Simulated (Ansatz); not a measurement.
MnS: the gap against volume

MnS, F-43m, a = 5.647 Å. This isn't the usual stable structure of the compound. Ansatz: r2SCAN, PAW, 500 eV, Γ-centred 12×12×12 mesh on 2 atoms, Gaussian smearing 0.02 eV; collinear spin, largest moment 4.3 μB. Symmetry fixes shape and atoms, so the cell is only scaled; x = ln(V/V0) with V0 = 22.506 Å³/atom. The gap is read at the mesh points alone.

```
      x gap y (eV)
-0.0619       0.338
-0.0305       0.545
 0.0000           ?
 0.0296       0.910
 0.0583       1.071
```

Problem. Fit a straight line to the other rows, give the volume deformation potential of the gap and its pressure coefficient, and predict the missing gap. B0 = 65.8 GPa.

Solution. Means x = -0.001125, y = 0.71600; Σ(Δx)² = 0.009032, ΣΔxΔy = 0.05505; the slope is their ratio. y = 0.7229 + 6.095 x. The slope is the deformation potential a = dE_g/d ln V = 6.09 eV, and dE_g/dP = −a/B0 = -92.6 meV/GPa. At x = 0.0000 the fit asked for gives 0.723 eV. The run gave 0.735 eV, so the fit is 0.012 eV too low, within twice the rms miss on the fitted rows (0.007 eV).

The state reached may not be the lowest one. The cell holds one magnetic atom, so it can only be ferromagnetic; an antiferromagnetic order may lie lower. The gap lies between magnetic d or f levels as this functional and this order place them; the measured one can be wider, narrower or absent.